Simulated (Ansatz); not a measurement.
The start is a generated trial cell of K in the simple-cubic structure type. The structure is fully relaxed (lattice and positions, P = 0) with r2SCAN (plane waves to 500 eV, PAW, scalar-relativistic; Ansatz, a first-principles code). The first steps use a coarse 8×8×8 k-mesh.

Starting cell:
```
CELL_PARAMETERS angstrom
      4.31086     0.00000     0.00000
      0.00000     4.31086     0.00000
      0.00000     0.00000     4.31086
ATOMIC_POSITIONS crystal
  K  0.00000 0.00000 0.00000
```

Outcome: The space group stays Pm-3m (No. 221) (the run could not lower it); the end is simple cubic type, with 1 atom in the primitive cell
Volume change: -1.0 %, from 80.11 to 79.31 Å³/atom
Optimiser moves: 2

The end point of the relaxation:

```cif
data_K
_chemical_formula_sum 'K1'
_space_group_name_H-M_alt 'Pm-3m'
_space_group_IT_number 221
_space_group_name_Hall '-P 4 2 3'
_cell_length_a 4.29638
_cell_length_b 4.29638
_cell_length_c 4.29638
_cell_angle_alpha 90.000
_cell_angle_beta 90.000
_cell_angle_gamma 90.000
loop_
_atom_site_label
_atom_site_type_symbol
_atom_site_symmetry_multiplicity
_atom_site_Wyckoff_symbol
_atom_site_fract_x
_atom_site_fract_y
_atom_site_fract_z
_atom_site_occupancy
K1 K 1 a 0.00000 0.00000 0.00000 1
```

Final values are on a 11×11×11 k-mesh of the relaxed cell. No spin polarisation in the result.

The run could not lower the symmetry of its start; a shaken copy of this end point relaxes with r2SCAN to I4/mmm (No. 139) at a tolerance of 0.01 Å, Im-3m (No. 229) at 0.1 Å, 0.11 eV/atom lower.

The relaxed structure here is a generated cell of K: the first start was made by placing the elements on the sites of a structure type, and the end was not matched to a known phase here, so it may be hypothetical. Known forms of K include space group No. 229.
